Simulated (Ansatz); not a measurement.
Input:

ZrO2 (tetragonal-ZrO2 type, space group P4_2/nmc)

Space group P4₂/nmc, origin choice 1 (No. 137); a = b = 3.601 Å, c = 5.230 Å, α = β = γ = 90.00°

```tsv
atom	site	symmetry	x	y	z
Zr	2a	-4m2	0.0000	0.0000	0.0000
O	4d	2mm.	0.0000	0.5000	0.1964
```

E(V) scan at fixed shape, V₀ the volume above. The atoms relax within the cell's symmetry.

Calculation: r2SCAN (plane waves to 500 eV, PAW, scalar-relativistic; Ansatz, a first-principles code). k mesh 9×9×7 (Γ-centred), Fermi-Dirac smearing 0.05 eV. The energy includes the smearing's −TS. Compression counts positive. With the shape held, the modulus is that of even scaling; a crystal free to change shape is softer. The PAW data are Ansatz's earlier set. This is a high-temperature form of ZrO2. ZrO2 is run without spin polarisation. ZrO2 was relaxed with its symmetry unable to fall. ΔE is measured from the relaxed starting cell.

The scan covers V/V₀ from 0.840 to 1.160 in 11 points.

Question: What is the fitted pressure derivative B₀′?

Answer: 4.7.

Question: What bulk modulus at fixed cell shape B₀ follows from a third-order Birch-Murnaghan fit?

Answer: 194 GPa.

(A scan under strain: stresses follow from slopes of the energy per volume, elastic moduli from its curvatures.)
